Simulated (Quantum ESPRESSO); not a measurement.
# Strain and stress in Si2TaHfO7N

These are calculations, not measurements. They come from pw.x of Quantum ESPRESSO 7.5, a plane-wave density functional program, with PseudoDojo standard norm-conserving files (v0.5 for PBE, v0.4.1 for LDA and PBEsol). The cells are made up: elements, strain and atom displacements were drawn at random, and nothing was relaxed. There is no spin polarisation, spin-orbit coupling or dispersion term.

The hafnium file is less sure than the others, with forces about 3 percent (worst 6) and pressure in oxides about 1.5 GPa (worst 2.7) from a second method in checks, which no rerun with the same files tests.

The cell has 12 sites of a fluorite lattice. Sites 1 to 4 hold Si Ta Hf Si; sites 5 to 12 hold O O O O O O N O. Cell vectors in Å: (4.824, 0.000, 0.000); (0.000, 4.824, 0.000); (0.000, 0.000, 4.820). Settings: PBE, cutoff 1143 eV, 7 x 7 x 7 k mesh shifted by half a step, Fermi-Dirac smearing of 0.1 eV.

Each run adds a strain along z to one cell, with the atoms carried along; the vectors above are those of run 3. Stress is positive in tension and P is minus a third of its trace. E is the free energy for each atom above the lowest run shown.

| run | strain (%) | s_xx (GPa) | s_yy (GPa) | s_zz (GPa) | s_xy (GPa) | P (GPa) | E (meV/atom) |
| --- | --- | --- | --- | --- | --- | --- | --- |
| 1 | -1.58 | -15.54 | -18.72 | -23.40 | 2.41 | 19.22 | 24.27 |
| 2 | -1.09 | -14.76 | -18.13 | -20.05 | 2.38 | 17.65 | 18.05 |
| 3 | -0.08 | -13.30 | -16.98 | -13.34 | 2.30 | 14.54 | 8.18 |
| 4 | 0.66 | -12.33 | -16.21 | -8.60 | 2.25 | 12.38 | 3.43 |
| 5 | 0.97 | -11.96 | -15.91 | -6.65 | 2.23 | 11.50 | 2.07 |
| 7 | 2.31 | -10.49 | -14.67 | 1.47 | 2.14 | 7.90 | 0.00 |
| 6 | 2.10 | ? | ? | ? | ? | ? | ? |

A rerun of one of these cells at 1437 eV and k mesh 9 x 9 x 9 moved values by no more than 0.005 eV in the cell's energy, 0.05 GPa in stress and 0.011 eV/Å in force.

## Worked fit

A parabola through the six runs shown gives s_zz = -12.82 + 6.49 e - 0.130 e² GPa, with e in per cent and a scatter of 0.01 GPa. The slope is a stiffness of 649 ± 1 GPa for each unit of this strain at e = 0. The atoms are clamped, and relaxing them would in general lower it. The error is the larger of the fit's own and the change that a cubic makes, rounded up.

## Withheld run

Question: what s_zz should run 6 give?

The fit gives 0.24 GPa. The calculation gave 0.23 GPa.

```
run,strain (%),s_xx (GPa),s_yy (GPa),s_zz (GPa),s_xy (GPa),P (GPa),E (meV/atom)
6,2.10,-10.71,-14.86,0.23,2.15,8.44,-0.05
```